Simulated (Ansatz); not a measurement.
Put Be2BiSb3 in P-3m1 (No. 164): Be on 2d; Sb on 1b and 2d; Bi on 1a. The cell of Be2BiSb3 is invented: ordered mixture on the cation sites of rock salt (occupants of the shared sites, in ratio, Be: 2, Bi: 1).

Method: DFT PBE, scalar-relativistic, plane waves, PAW (Ansatz). Cutoff 420 eV, Γ-centred mesh, Gaussian smearing, no spin polarisation.

The zero of energy is the elements' standard structures at the same level; no fitted shifts are applied.

Task: Which cell and coordinates does it relax to?

Result:

Space group P-3m1 (No. 164). a = 3.901 Å, b = 3.901 Å, c = 10.245 Å, α = 90.00°, β = 90.00°, γ = 120.00°
| atom | site | symmetry | x | y | z |
| --- | --- | --- | --- | --- | --- |
| Be | 2d | 3m. | 0.3333 | 0.6667 | 0.6527 |
| Sb | 1b | -3m. | 0.0000 | 0.0000 | 0.5000 |
| Sb | 2d | 3m. | 0.3333 | 0.6667 | 0.2293 |
| Bi | 1a | -3m. | 0.0000 | 0.0000 | 0.0000 |

Be is surrounded by 3 Sb at 2.56 Å and 3 Sb at 2.74 Å; Sb on a site of symmetry -3m has 6 Be at 2.74 Å; Sb on a site of symmetry 3m has 3 Be at 2.56 Å and 3 Bi at 3.25 Å; Bi is surrounded by 6 Sb at 3.25 Å. Another local minimum with the same sites may exist.

Task: Where does its energy lie, and is it a metal?

Result: The energy over the elements is +0.30 eV/atom and the gap on the 12×12×4 mesh of the 6-atom cell is 0 eV (a metal). A positive value: parting into the elements would lower its energy.

The last run used Gaussian smearing of 0.10 eV. These runs have no spin–orbit coupling, which can matter for Bi and Sb. A structure relaxed within its symmetry needn't be a true minimum.
